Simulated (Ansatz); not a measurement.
# Is this Ti2WC3 structure a true minimum?

The structure comes from a generated guess, relaxed at this level; another structure or a mixture of phases may lie lower.

The calculation used DFT PBE, scalar-relativistic, plane waves, PAW (Ansatz 0.2.0). Cutoff 420 eV; k points 12×12×6 on the computed 6-atom cell (Γ-centred); Gaussian smearing, width 0.10 eV; no spin polarisation.

The cell below (6 atoms, space group P-3m1 (No. 164)) is relaxed within its symmetry.

```
Ti W C
1.0
     3.06767    0.00000    0.00000
    -1.53383    2.65668    0.00000
     0.00000    0.00000    7.53740
Ti W C
2 1 3
Direct
  0.33333 0.66667 0.66599
  0.66667 0.33333 0.33401
  0.00000 0.00000 0.00000
  0.66667 0.33333 0.83250
  0.00000 0.00000 0.50000
  0.33333 0.66667 0.16750
```

For the test a repeat of it with 12 atoms (edges 3.07, 5.31, 7.54 Å) was strained at random (σ = 1.5 % a component), the atoms were moved at random (σ = 0.10 Å), and all was relaxed again on a coarse 8×4×4 mesh (in the run’s order of axes) with 0.20 eV smearing, with no symmetry imposed.

These runs have no spin–orbit coupling, which can matter for W.

Question: Does it come back?

Answer: It returns, within 1 meV/atom of the unmoved cell on that mesh and with the same symmetry when read at 0.1 Å (Cm at 0.01 Å, so small strains and shifts remain). No instability shows in this cell; modes of other wave vectors, which need another repeat, aren't tested.
